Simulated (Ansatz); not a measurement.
An Ansatz (a first-principles code) input:

Ansatz 0.2 input:
```yaml
crystal:
  lattice:
    - [3.6699710772, 0.0, 0.0]
    - [0.0, 3.8590134986, 0.0]
    - [0.0, 0.0, 6.4333531166]
  atoms:
    - { symbol: Ta, position: [0.5, 0.0, 0.5] }
    - { symbol: Ta, position: [0.0, 0.0, 0.0] }
    - { symbol: O, position: [0.5, 0.5, 0.5] }
    - { symbol: O, position: [0.0, 0.0, 0.6792421801] }
    - { symbol: O, position: [0.0, 0.0, 0.3207578199] }
    - { symbol: O, position: [0.0, 0.5, 0.0] }
    - { symbol: O, position: [0.5, 0.0, 0.0] }
kpoints:
  mp_grid: { grid: [5, 4, 3] }
hamiltonian:
  xc: hse06
  pseudopotentials: { kind: paw }
scf:
  n_extra_bands: 7
  occupations: { method: fixed }
output:
  eigenvalues: true
  eigenstates:
    e_range: [-9.0, 8.5]
    kpoints:
      - [-0.5, -0.5, 0.442708]  # VBM
      - [0.5, 0.0, 0.0]  # CBM
      - [0.0, 0.0, 0.0]  # GAMMA
      - [0.5, 0.0, 0.0]  # X
      - [0.0, 0.0, 0.5]  # Z
      - [0.5, 0.0, 0.5]  # U
      - [0.0, 0.5, 0.0]  # Y
      - [0.5, 0.5, 0.0]  # S
      - [0.0, 0.5, 0.5]  # T
      - [0.5, 0.5, 0.5]  # R
```

Question: How many symmetry operations and irreducible k-points will the run report?

Answer: 8 operations, 18 of 60 k-points.

Question: With a cutoff of 420 eV, how many plane waves at Γ?

Answer: 1773.

It took around 4 core-minutes (rough) on shared server cores.

The points marked VBM and CBM come from a semilocal run.

Space group Pmmm. The workflow started from a Materials Project entry (that database holds measured and hypothetical structures alike); the Crystallography Open Database copy checked does not list it. COD files the formula under space group No. 49, so this cell is another polymorph or a model. Its standing as an ambient phase is unchecked. Symmetry was held in the PBEsol relaxation. At this level the phase is dynamically unstable (imaginary phonons). No spin polarisation was allowed. Scalar-relativistic: spin–orbit coupling is off unless named, which matters more the heavier the elements.

Potentials: the later of the program's two PAW sets.

Ansatz is a plane-wave DFT program.
